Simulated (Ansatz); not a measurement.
Starting cell, MoSi₂ (MoSi2 type, space group I4/mmm):

```
MoSi2
1.0
   -1.60108     1.60108     3.90975
    1.60108    -1.60108     3.90975
    1.60108     1.60108    -3.90975
Mo Si
1 2
Direct
  0.00000   0.00000   0.00000
  0.33530   0.33530   0.00000
  0.66470   0.66470   0.00000
```

In this cell atom 1 (Mo, nearest neighbour Si at 2.605 Å; its periodic images, 3.2 Å or more away, move with it) is moved by u·(1.000, 0.000, 0.000) + v·(0.000, 0.000, 1.000); the rest is frozen.

The numbers are results of r2SCAN (plane waves to 500 eV, PAW, scalar-relativistic; Ansatz, a quantum-chemistry and plane-wave program), not measurements. k mesh 12×12×12 (Γ-centred), Fermi-Dirac smearing 0.05 eV. E stands for the smeared free energy. With partly filled bands, energies and forces of such displacements shift with the k mesh and the smearing. MoSi2 is run without spin polarisation. MoSi2 was relaxed with its symmetry unable to fall. The PAW data are Ansatz's earlier set. ΔE is measured from the undisplaced structure. Axes are in Å.

Q: What ΔE (meV/cell) does the calculation give at all points of the grid u = -0.390, -0.195, 0.000, 0.195, 0.390 by v = -0.390, -0.195, 0.000, 0.195, 0.390?

A: ΔE (meV/cell), with u across and v down:

```
v \ u   -0.390  -0.195  0.000  0.195  0.390
------  ------  ------  -----  -----  -----
-0.390    2088    1365   1127   1365   2088
-0.195    1092     470    265    470   1092
0.000      778     193      0    193    778
0.195     1092     470    265    470   1092
0.390     2088    1365   1127   1365   2088
```

(A displaced cell: forces are minus the slopes of the energy, force constants its curvatures, and phonons follow from these.)
